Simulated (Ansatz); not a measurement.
# Hydrogen-ended nanocrystal of Si, SnSi28H36

Ansatz, PAW, plane waves. PBEsol relaxation at the Γ point alone; single points on the relaxed atoms at the Γ point alone. No spin–orbit coupling unless named.

Relaxed structure:

```
CELL_PARAMETERS angstrom
21.00000 0.00000 0.00000
0.00000 21.00000 0.00000
0.00000 0.00000 21.00000
ATOMIC_POSITIONS crystal
Sn 0.49995 0.49998 0.49984
Si 0.30648 0.56971 0.56987
Si 0.56990 0.30643 0.56952
Si 0.56974 0.57002 0.30632
Si 0.57054 0.57055 0.57034
Si 0.36827 0.36864 0.49955
Si 0.36828 0.63139 0.50009
Si 0.63157 0.36857 0.50004
Si 0.63171 0.63132 0.49954
Si 0.43024 0.43013 0.30629
Si 0.42940 0.42941 0.57038
Si 0.42998 0.69357 0.56950
Si 0.69341 0.43025 0.56979
Si 0.36857 0.49982 0.36818
Si 0.36862 0.50022 0.63152
Si 0.63132 0.50017 0.36814
Si 0.63130 0.49972 0.63149
Si 0.42991 0.30650 0.43005
Si 0.42942 0.57057 0.42931
Si 0.43025 0.57007 0.69329
Si 0.69351 0.56961 0.42979
Si 0.49965 0.36835 0.36839
Si 0.50018 0.36828 0.63121
Si 0.50025 0.63165 0.36848
Si 0.49974 0.63170 0.63113
Si 0.30642 0.43037 0.42986
Si 0.57046 0.42942 0.42926
Si 0.56954 0.43007 0.69334
Si 0.57001 0.69350 0.43013
H 0.25365 0.53565 0.53602
H 0.27646 0.61574 0.61585
H 0.53598 0.25366 0.53544
H 0.61586 0.27633 0.61552
H 0.53571 0.53629 0.25340
H 0.61584 0.61601 0.27642
H 0.32433 0.32486 0.53567
H 0.32430 0.67509 0.46394
H 0.67551 0.32482 0.46392
H 0.67566 0.67505 0.53569
H 0.38423 0.38426 0.27608
H 0.46441 0.46409 0.25359
H 0.38407 0.72362 0.61558
H 0.46381 0.74638 0.53540
H 0.72347 0.38420 0.61573
H 0.74622 0.46435 0.53595
H 0.32481 0.53598 0.32427
H 0.32487 0.46412 0.67549
H 0.67506 0.46401 0.32421
H 0.67509 0.53580 0.67544
H 0.38394 0.27645 0.38403
H 0.46378 0.25370 0.46413
H 0.38414 0.61608 0.72316
H 0.46427 0.53638 0.74625
H 0.74631 0.53551 0.46363
H 0.72357 0.61562 0.38381
H 0.53578 0.32444 0.32460
H 0.46404 0.32434 0.67496
H 0.46413 0.67559 0.32470
H 0.53586 0.67564 0.67490
H 0.27631 0.38436 0.38391
H 0.25365 0.46448 0.46375
H 0.53537 0.46403 0.74603
H 0.61554 0.38419 0.72357
H 0.53617 0.74627 0.46428
H 0.61592 0.72359 0.38407
```

What are the mean bond lengths by pair (pairs within 1.2 times the sum of covalent radii, less contacts 15 % beyond the pair's median; cation–cation pairs of compounds aside; long ionic contacts are cut short by that bound)?

H–Si 1.504 ± 0.003 Å (standard deviation, 36 bonds); Si–Si 2.346 ± 0.002 Å (standard deviation, 36 bonds); Si–Sn 2.566 ± 0.000 Å (standard deviation, 4 bonds).

What gap lies between the top filled and the lowest empty level in the single points?

HSE06 4.26 eV (3.2 min on NVIDIA H100).
